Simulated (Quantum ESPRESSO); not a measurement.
AlSi3Ge3N (made-up cell), Al3GeAs4 (made-up cell) (calculated)

Calculation on a made-up crystal cell, not a measurement: periodic Kohn-Sham density functional theory in plane waves with PseudoDojo standard norm-conserving scalar-relativistic pseudopotentials, each functional with its own files (v0.5 for PBE, v0.4.1 for LDA and PBEsol), no spin polarisation, no spin-orbit coupling, atoms not relaxed, stress positive in tension, energies less a fixed whole-eV offset for each atom's element; levels are Kohn-Sham levels at fractions of this cell's reciprocal vectors, counted from the reference band (half the neutral cell's valence electrons, rounded up) at Gamma; error bars cover cutoff and k-mesh only, not smearing or the files; added strain carries the atoms with the cell, and shear is the tensor component; each bar is the largest change over components, and at least 0.002 eV, 0.002 eV per angstrom or 0.02 GPa; energies are for the whole cell, and the offsets were chosen from early runs and are not element reference energies. Program: Quantum ESPRESSO 7.5.

Settings shared by all entries: lattice type zincblende/diamond; functional pbe; cutoff 1143 eV; fermi dirac smearing 0.1 eV; scf tolerance 1e-07 eV; electrons removed 0; k mesh 6 x 6 x 6, shifted by half a step.

(1) 
```cif
# cell vector a (Å): 5.5698 0.0000 0.0000
# cell vector b (Å): 0.0000 5.5698 0.0000
# cell vector c (Å): 0.0000 0.0000 5.5698
data_AlSi3Ge3N
_symmetry_space_group_name_H-M 'P 1'
_symmetry_Int_Tables_number 1
_cell_length_a 5.5698
_cell_length_b 5.5698
_cell_length_c 5.5698
_cell_angle_alpha 90.000
_cell_angle_beta 90.000
_cell_angle_gamma 90.000
_cell_volume 172.79
loop_
_atom_site_label
_atom_site_type_symbol
_atom_site_fract_x
_atom_site_fract_y
_atom_site_fract_z
_atom_site_occupancy
Ge1 Ge 0.00264 0.00937 0.00219 1
N1 N 0.00605 0.50404 0.50165 1
Al1 Al 0.48937 0.99300 0.50264 1
Si1 Si 0.50063 0.50695 0.99323 1
Si2 Si 0.24482 0.25988 0.24897 1
Ge2 Ge 0.24220 0.75270 0.75123 1
Si3 Si 0.74584 0.24694 0.74367 1
Ge3 Ge 0.74152 0.74970 0.24509 1
_calc_added_strain_kind 'biaxial xx and yy'
_calc_added_strain 0.02
_calc_structure_shown 'before the added strain of 0.02'
_calc_stress_xy ?
_calc_stress_yz ?
_calc_stress_zz ?
```

Atoms:
| atoms element | atom site | atom energy offset (eV) |
| --- | --- | --- |
| Ge | 1 | -2430 |
| N | 2 | -283 |
| Al | 3 | -64 |
| Si | 4 | -115 |
| Si | 5 | -115 |
| Ge | 6 | -2430 |
| Si | 7 | -115 |
| Ge | 8 | -2430 |

(2) 
```cif
# cell vector a (Å): 5.8443 0.0000 0.0000
# cell vector b (Å): 0.0000 5.8443 0.0000
# cell vector c (Å): 0.0000 0.0000 5.8443
data_Al3GeAs4
_symmetry_space_group_name_H-M 'P 1'
_symmetry_Int_Tables_number 1
_cell_length_a 5.8443
_cell_length_b 5.8443
_cell_length_c 5.8443
_cell_angle_alpha 90.000
_cell_angle_beta 90.000
_cell_angle_gamma 90.000
_cell_volume 199.62
loop_
_atom_site_label
_atom_site_type_symbol
_atom_site_fract_x
_atom_site_fract_y
_atom_site_fract_z
_atom_site_occupancy
Al1 Al 0.97168 0.00525 0.00252 1
Al2 Al 0.99221 0.49975 0.48897 1
Ge1 Ge 0.51041 0.00080 0.48824 1
Al3 Al 0.50649 0.51134 0.99437 1
As1 As 0.24684 0.24740 0.28056 1
As2 As 0.25098 0.74479 0.76372 1
As3 As 0.74177 0.24966 0.77505 1
As4 As 0.75361 0.74029 0.25726 1
_calc_added_strain_kind 'uniform'
_calc_added_strain -0.0219
_calc_structure_shown 'before the added strain of -0.0219'
_calc_stress_xy ?
```

Atoms:
| atoms element | atom site | atom energy offset (eV) |
| --- | --- | --- |
| Al | 1 | -64 |
| Al | 2 | -64 |
| Ge | 3 | -2430 |
| Al | 4 | -64 |
| As | 5 | -2887 |
| As | 6 | -2887 |
| As | 7 | -2887 |
| As | 8 | -2887 |

Q: Give the missing stress xy for AlSi3Ge3N (made-up cell) (entry 1).
A: -0.3979 GPa

Q: What stress yz does the calculation give for AlSi3Ge3N (made-up cell) (entry 1)?
A: -0.06986 GPa

Q: AlSi3Ge3N (made-up cell) (entry 1): stress zz?
A: 4.312 GPa

Q: What stress xy does the calculation give for Al3GeAs4 (made-up cell) (entry 2)?
A: 4.821 GPa

Further results for AlSi3Ge3N (made-up cell) (entry 1):

| Item | Value |
| --- | --- |
| free energy less offsets | 3.54 eV |
| smearing term minus ts | -0.08516 eV |
| scf iterations | 11 |
| pressure | -5.467 GPa |
| stress xx | 6.075 GPa |
| stress yy | 6.013 GPa |
| stress xz | -0.3291 GPa |
| fermi level | 0.07543 eV |
| reference band | 31 |
| error bar energy | 0.002318 eV |
| error bar stress | 0.02022 GPa |
| error bar force | 0.008243 eV/Å |
| error bar next band up | 0.002 eV |
| error bar fermi level | 0.01526 eV |
| error bars from | tighter rerun of a related cell |

Forces:
| site | x (eV/Å) | y (eV/Å) | z (eV/Å) |
| --- | --- | --- | --- |
| 1 | -0.5267 | 0.3228 | 0.02473 |
| 2 | -0.1207 | -0.5172 | -0.1649 |
| 3 | 0.1887 | 0.7784 | -0.4464 |
| 4 | -0.1394 | -0.979 | -0.05146 |
| 5 | -0.3076 | 1.171 | 1.017 |
| 6 | -0.7134 | -1.37 | -0.7852 |
| 7 | 0.6988 | 1.195 | -0.4343 |
| 8 | 0.9204 | -0.6022 | 0.8403 |

Levels:
| level k point | next band up (eV) |
| --- | --- |
| Gamma | 0.5198 |
| (1/2,1/2,1/2) | 0.123 |
| (0.15,0,0) | 0.2804 |
| (0,0.15,0) | 0.2783 |
| (0,0,0.15) | 0.1119 |

Further results for Al3GeAs4 (made-up cell) (entry 2):

| Item | Value |
| --- | --- |
| free energy less offsets | 3.693 eV |
| smearing term minus ts | -0.05797 eV |
| scf iterations | 10 |
| pressure | 3.048 GPa |
| stress xx | -3.141 GPa |
| stress yy | -3.615 GPa |
| stress zz | -2.388 GPa |
| stress yz | 0.2577 GPa |
| stress xz | -1.458 GPa |
| fermi level | 1.187 eV |
| reference band | 42 |
| error bar energy | 0.00674 eV |
| error bar stress | 0.02 GPa |
| error bar force | 0.01219 eV/Å |
| error bar next band up | 0.002 eV |
| error bar fermi level | 0.008126 eV |
| error bars from | tighter rerun of a related cell |

Forces:
| site | x (eV/Å) | y (eV/Å) | z (eV/Å) |
| --- | --- | --- | --- |
| 1 | 1.789 | -0.5289 | 0.7918 |
| 2 | 0.4196 | -0.2975 | 1.686 |
| 3 | -0.2904 | -0.3045 | 1.48 |
| 4 | -0.7141 | -0.5758 | 1.13 |
| 5 | -0.3568 | 0.3542 | -2.097 |
| 6 | -0.9045 | 0.6212 | -0.643 |
| 7 | 0.1387 | 0.667 | -1.46 |
| 8 | -0.08149 | 0.06418 | -0.8881 |

Levels:
| level k point | next band up (eV) |
| --- | --- |
| Gamma | 0.7692 |
| (1/2,1/2,1/2) | 1.517 |
| (0.15,0,0) | 1.133 |
| (0,0.15,0) | 1.035 |
| (0,0,0.15) | 1.129 |
